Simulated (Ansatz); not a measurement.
Consider the following.

WSe$_{2}$:
Space group P6₃/mmc (No. 194); a = b = 3.279 Å, c = 12.786 Å, α = β = 90.00°, γ = 120.00°

```csv
atom,site,symmetry,x,y,z
W,2d,-6m2,0.6667,0.3333,0.2500
Se,4f,3m.,0.3333,0.6667,0.1183
```

This is the PBE+D3(BJ)-relaxed structure.

Question: All from PBE+D3(BJ) in the plane-wave PAW code Ansatz, unless another level is named. Predict the electron effective mass with spin–orbit coupling.

Answer: 0.43, 0.43, 0.51 mₑ (principal values).

Question: Predict the formation energy from the elements (no fitted shifts).

Answer: -0.56 eV/atom.

Question: And the hole effective mass with spin–orbit coupling?

Answer: 0.67, 0.67, 1.2 mₑ (principal values).

Question: Give the weight of the valence-edge state by species (Voronoi cells).

Answer: W 63 %, Se 37 %.

Question: What about the weight of the conduction-edge state by species (Voronoi cells)?

Answer: W 54 %, Se 46 %.

Space group P6_3/mmc. Symmetry was held in the PBE+D3(BJ) relaxation; phonons on a q-mesh show no instability. The run is not spin-polarised. The references are the lowest solids computed at this level, not always the standard phases. Scalar-relativistic: spin–orbit coupling is off unless named, which matters more the heavier the elements.

Potentials: the later of the program's two PAW sets.

Edges and masses are those of Kohn–Sham bands, whose gap is no quasiparticle gap.
